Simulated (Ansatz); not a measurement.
The start is a generated cell, TaSi2 placed in the AFLOW prototype A2B_oP12_62_2c_c (C37, as in Co2Si). A full variable-cell relaxation at zero pressure is run with r2SCAN (plane waves to 500 eV, PAW, scalar-relativistic; Ansatz, a program for electronic structure). The first steps use a coarse 4×5×3 k-mesh.

Starting cell:
```
TaSi2
1.0
    5.44494     0.00000     0.00000
    0.00000     4.13851     0.00000
    0.00000     0.00000     7.87069
Si Ta
8 4
Direct
  0.53800   0.25000   0.78200
  0.03800   0.25000   0.71800
  0.46200   0.75000   0.21800
  0.96200   0.75000   0.28200
  0.17400   0.25000   0.06200
  0.67400   0.25000   0.43800
  0.82600   0.75000   0.93800
  0.32600   0.75000   0.56200
  0.70200   0.25000   0.11100
  0.20200   0.25000   0.38900
  0.29800   0.75000   0.88900
  0.79800   0.75000   0.61100
```

Question: What pressure does the first self-consistent step give?

Answer: +5 GPa (positive: the cell is compressed).

Question: How much energy is released per atom?

Answer: 0.46 eV/atom.

Question: How does the volume per atom move from start to end?

Answer: -1.2 %, from 14.78 to 14.60 Å³/atom.

Question: How do the shortest distances between atoms change?

Answer: The closest pairs of elements (up to four, under 3.6 Å), start → end: Si–Si 2.77 → 2.53 Å; Si–Ta 2.57 → 2.56 Å; Ta–Ta 3.49 → 3.10 Å.

Question: Is the relaxed structure metallic? Give its gap.

Answer: Zero (metallic).

Question: Give the final cell and atomic positions.

Answer: 
Space group Pnma (No. 62); a = 4.819 Å, b = 4.439 Å, c = 8.188 Å, α = β = γ = 90.00°

```json
[
 {"atom": "Si", "site": "4c", "symmetry": ".m.", "x": "0.1464", "y": "0.2500", "z": "0.7034"},
 {"atom": "Si", "site": "4c", "symmetry": ".m.", "x": "0.1320", "y": "0.2500", "z": "0.0208"},
 {"atom": "Ta", "site": "4c", "symmetry": ".m.", "x": "0.1284", "y": "0.2500", "z": "0.3690"}
]
```

The space group stays Pnma (No. 62) (the run could not lower it), with 12 atoms in the primitive cell. Final values are on a 8×9×5 k-mesh of the relaxed cell. No spin polarisation in the result.

The run could not lose the symmetry of its start: the end is stationary, and may be a saddle point rather than a minimum.

The relaxed structure here is a generated cell of TaSi2: the first start was made by placing the elements on the sites of a structure type, and the end was not matched to a known phase here, so it may be hypothetical. Known forms of TaSi2 include space group No. 181.
